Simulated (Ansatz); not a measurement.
# CaPb: strain energy, fitted

CaPb, P4/mmm, a = 3.565 Å, c = 4.624 Å. The structure is a Materials Project entry; whether it is the stable form wasn't checked. Ansatz: r2SCAN, PAW, 500 eV, Γ-centred 12×12×10 mesh on 2 atoms, Gaussian smearing 0.10 eV; no spin polarisation. Series: biaxial strain in the a-b plane, c and atoms relaxed; x is the strain in per cent. y is the free energy over the unstrained cell, V0 = 29.382 Å³/atom.

```
x (%) y (meV/atom)
 -6.0             ?
 -4.0         27.71
 -2.0          6.58
  0.0          0.00
  2.0          5.77
  4.0         21.08
  6.0         32.89
```

**Question.** Fit y = c2 x² + c3 x³ to the other rows, turn c2 into a modulus, and predict the missing energy.

**Answer.** Least squares on the rows shown. y = 1.4459 x² − 0.083126 x³. In eV per unit strain² c2 is 14.46; M is the biaxial modulus (E = M V0 ε²): 14.46 × 160.2 / (29.382) = 79 GPa. With a term in x⁴ added, the coefficient of x² becomes 1.731, 20 % more, which shows how far this figure hangs on the form. At x = -6.0 the fit asked for gives 70.01 meV/atom. The run gave 65.36 meV/atom, so the fit is 4.65 meV/atom too high, 7.1 % of the span of the series, against an rms of 1.62 meV/atom on the fitted rows. The row lies outside the fitted range. With a term in x⁴ added, a fit to the same known rows predicts 56.12 meV/atom, which misses by about as much or more on the other side: the known rows don't fix the higher terms.

Spin–orbit coupling is left out, which can shift energies with elements as heavy as these.